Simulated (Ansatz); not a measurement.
# W: energy along a strain

W, Im-3m, a = 3.195 Å (as given, not relaxed at this level: -7.5 GPa). Ansatz: r2SCAN, PAW, 500 eV, Γ-centred 20×20×20 mesh on 1 atom, Gaussian smearing 0.15 eV; no spin polarisation. Cell vectors (Å): -1.597 1.597 1.597; 1.597 -1.597 1.597; 1.597 1.597 -1.597. The cell is strained by x per cent times the pattern (1 -1 0 0 0 0) in the order xx yy zz yz xz xy (engineering shears), with fractional coordinates held. y is the free energy over the start, V0 = 16.301 Å³/atom. Symmetry makes y even in x. Points with a strain past 8.5 % were computed too (2) and aren't used here.

```
x (%) y (meV/atom)
-5.00         83.15
 0.00          0.00
 1.25          5.42
 2.50         21.55
 3.75         47.81
 6.25        126.48
 7.50             ?
```

Question: Fit y = c2 x² + c4 x⁴ to the other rows, get the stiffness along the pattern, and predict the missing energy.

Answer: Least squares on the rows shown. y = 3.4871 x² − 0.0063870 x⁴. The clamped-ion stiffness p·C·p = 2 × 34.87 eV × 160.2 / 16.301 Å³ = 685 GPa (second derivative at the start, which stands under stress). At x = 7.50 the fit asked for gives 175.94 meV/atom. The run gave 177.04 meV/atom, so the fit is 1.10 meV/atom too low, 0.62 % of the span of the series, against an rms of 0.02 meV/atom on the fitted rows. The row lies outside the fitted range. With a term in x⁶ added, a fit to the same known rows predicts 176.34 meV/atom, which recovers part of the miss; the known rows don't hold the rest.

Spin–orbit coupling is left out, which can shift energies with elements as heavy as these.